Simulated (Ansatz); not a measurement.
BP (zinc blende)

```xyz
2
Lattice="0.0000 2.2742 2.2742 2.2742 0.0000 2.2742 2.2742 2.2742 0.0000" Properties=species:S:1:pos:R:3 pbc="T T T"
P      3.4114     3.4114     3.4114
B      0.0000     0.0000     0.0000
```

In this cell atom 2 (B, nearest neighbour P at 1.970 Å; its periodic images, 3.2 Å or more away, move with it) is moved by s along Cartesian [111], unit vector (0.577, 0.577, 0.577); all other atoms and the cell stay fixed.

Method: PBE (plane waves to 420 eV, PAW, scalar-relativistic; Ansatz, a quantum-chemistry and plane-wave program). k mesh 10×10×10 (Γ-centred), Fermi-Dirac smearing 0.05 eV. Energies are smeared free energies. Left out: 1 of 11 points, with atoms too close for the PAW data. As the smearing reaches across the gap at some points, energies and forces of such displacements shift with the k mesh and the smearing. BP was relaxed with its symmetry unable to fall. The zero of ΔE is the undisplaced structure. The last digit holds for this mesh only.

```json
[
 {"s (Å)": "-0.472", "ΔE (meV/cell)": "withheld"},
 {"s (Å)": "-0.354", "ΔE (meV/cell)": "1693.3"},
 {"s (Å)": "-0.236", "ΔE (meV/cell)": "673.8"},
 {"s (Å)": "-0.118", "ΔE (meV/cell)": "149.3"},
 {"s (Å)": "0.000", "ΔE (meV/cell)": "0.0"},
 {"s (Å)": "0.118", "ΔE (meV/cell)": "113.8"},
 {"s (Å)": "0.236", "ΔE (meV/cell)": "383.3"},
 {"s (Å)": "0.354", "ΔE (meV/cell)": "706.8"},
 {"s (Å)": "0.472", "ΔE (meV/cell)": "1013.8"},
 {"s (Å)": "0.590", "ΔE (meV/cell)": "1260.1"}
]
```

Problem. Fit a polynomial form (powers 2, 3, 4) to the given rows and predict ΔE at s = -0.472.

Solution. Least squares on the 9 given rows: ΔE = (9232)·s² + (-11160)·s³ + (2769)·s⁴, in meV/cell with s in Å; root-mean-square residual 4.03 meV/cell. At -0.472 the fit gives 3367.7 meV/cell; the calculation gives 3394.3 meV/cell, so the extrapolation is off by -26.6 (-0.8 %). The quadratic term alone would give 2056.7 meV/cell.

(A displaced cell: forces are minus the slopes of the energy, force constants its curvatures, and phonons follow from these.)
